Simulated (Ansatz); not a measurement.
GeMo (CsCl type, Pm-3m) at seven volumes, plane-wave PAW PBEsol (Ansatz code), scaled uniformly. One row is withheld.

| V (Å³/atom) | P (GPa) |
|---|---|
| 13.424 | 24.39 |
| 13.866 | 14.86 |
| 14.309 | 6.80 |
| 14.751 | -0.01 |
| 15.194 | -5.66 |
| 15.636 | -10.34 |
| 16.079 | ? |

Fit the shown pressures and predict the withheld one.

Third-order Birch–Murnaghan: P = (3/2)B₀(x^(7/2) − x^(5/2))[1 + (3/4)(B′ − 4)(x − 1)] with x = (V₀/V)^(2/3). Least squares on the six rows gives V₀ = 14.754 Å³/atom, B₀ = 205.5 GPa, B′ = 4.85. At V = 16.079, x = 0.9443 and P = -14.35 GPa. The run itself gave -14.36 GPa.

A made-up cell: these elements were put on the sites of a structure type; neither database checked (COD, Materials Project) lists it. Whether it is the stable phase at ambient conditions was not checked. Symmetry was held in the PBEsol relaxation; whether a distortion lowers the energy is not shown. No spin polarisation was allowed.

Potentials: the earlier of the program's two PAW sets. The files were generated under PBE; for other functionals the program regenerates the frozen cores, and for LDA and PBEsol the local potential too.
